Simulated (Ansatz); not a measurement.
Cs2AgBiBr6 (double-perovskite type, space group Fm-3m)

```yaml
crystal:
  lattice:
    - [0.00000, 5.67150, 5.67150]
    - [5.67150, 0.00000, 5.67150]
    - [5.67150, 5.67150, 0.00000]
  atoms:
    - { symbol: Cs, position: [0.25000, 0.25000, 0.25000] }
    - { symbol: Cs, position: [0.75000, 0.75000, 0.75000] }
    - { symbol: Ag, position: [0.50000, 0.50000, 0.50000] }
    - { symbol: Bi, position: [0.00000, 0.00000, 0.00000] }
    - { symbol: Br, position: [0.74811, 0.25189, 0.25189] }
    - { symbol: Br, position: [0.25189, 0.74811, 0.74811] }
    - { symbol: Br, position: [0.25189, 0.74811, 0.25189] }
    - { symbol: Br, position: [0.74811, 0.25189, 0.74811] }
    - { symbol: Br, position: [0.25189, 0.25189, 0.74811] }
    - { symbol: Br, position: [0.74811, 0.74811, 0.25189] }
```

This relaxed cell (volume V₀) is scaled evenly in all directions, its shape held. The atoms relax within the cell's symmetry.

Computed with r2SCAN (plane waves to 500 eV, PAW, scalar-relativistic; Ansatz, a quantum-chemistry and plane-wave program). k mesh 5×5×5 (Γ-centred), Fermi-Dirac smearing 0.05 eV. E stands for the smeared free energy. Stress and pressure are positive under compression. Cs2AgBiBr6 was relaxed with its symmetry unable to fall. Spin-orbit coupling is left out, though Bi is heavy. The zero of ΔE is the relaxed starting cell.

| V (Å³/atom) | ΔE (meV/atom) |
|---|---|
| 30.648 | withheld |
| 32.108 | 53.7 |
| 33.567 | 21.7 |
| 35.026 | 5.0 |
| 36.486 | 0.0 |
| 37.945 | 4.1 |
| 39.405 | 15.0 |
| 40.864 | 31.1 |
| 42.324 | 51.0 |

Problem. Fit a third-order Birch-Murnaghan form (E₀, V₀, B₀, B₀′ free) to the given rows and predict ΔE at V = 30.648.

Solution. Least squares on the 8 given rows: ΔE = E₀ + (9V₀B₀/16)·y²·[2 + (B₀′ − 4)y], y = (V₀/V)^(2/3) − 1, with V₀ = 36.492 Å³/atom, B₀ = 24.48 GPa (160.2 GPa = 1 eV/Å³; the term in eV is multiplied by 1000), B₀′ = 5.76, E₀ = 0.05 meV/atom; root-mean-square residual 0.03 meV/atom. At 30.648 the fit gives 105.9 meV/atom; the calculation gives 105.4 meV/atom, so the extrapolation is off by 0.5 (+0.5 %). For the pressure the fit gives 7.05 GPa against the computed 6.95 GPa.

(Under strain, the slope of the energy per volume gives the stress and its curvature an elastic modulus.)
